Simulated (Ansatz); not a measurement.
**ScCo: relaxed-ion elastic tensor**

All numbers below come from DFT LDA, scalar-relativistic, plane waves, PAW (Ansatz 0.2.0). Plane waves to 420 eV; Γ-centred k mesh 14×14×14; Fermi-Dirac smearing of 0.15 eV. No spin polarisation.

Relaxed structure:
```yaml
crystal:
  lattice:
    - [3.03402, 0.00000, 0.00000]
    - [0.00000, 3.03402, 0.00000]
    - [0.00000, 0.00000, 3.03402]
  atoms:
    - { symbol: Sc, position: [0.50000, 0.50000, 0.50000] }
    - { symbol: Co, position: [0.00000, 0.00000, 0.00000] }
```

In a metal, frequencies and elastic constants depend on the k mesh and the smearing, soft modes and shear constants most. Spin polarisation was left out, and a magnetic state may lie lower.

(1) Give the relaxed-ion elastic constants (GPa, Voigt order xx yy zz yz xz xy, on the axes of the cell above).

(2) Is the crystal stable against homogeneous strain?

(3) And the moduli of a polycrystal (Hill averages)?

Results:

(1)
```
225.3 102.2 102.2   0.0   0.0   0.0
102.2 225.3 102.2   0.0   0.0   0.0
102.2 102.2 225.3   0.0   0.0   0.0
  0.0   0.0   0.0  55.9   0.0   0.0
  0.0   0.0   0.0   0.0  55.9   0.0
  0.0   0.0   0.0   0.0   0.0  55.9
```

(2) Yes: the least eigenvalue of the tensor is 55.9 GPa.

(3) B = 143 GPa, G = 58 GPa, E = 154 GPa, ν = 0.32.

Cost: 1 run of about 1.2 core-minutes, on Arm Neoverse V2 (shared hosts).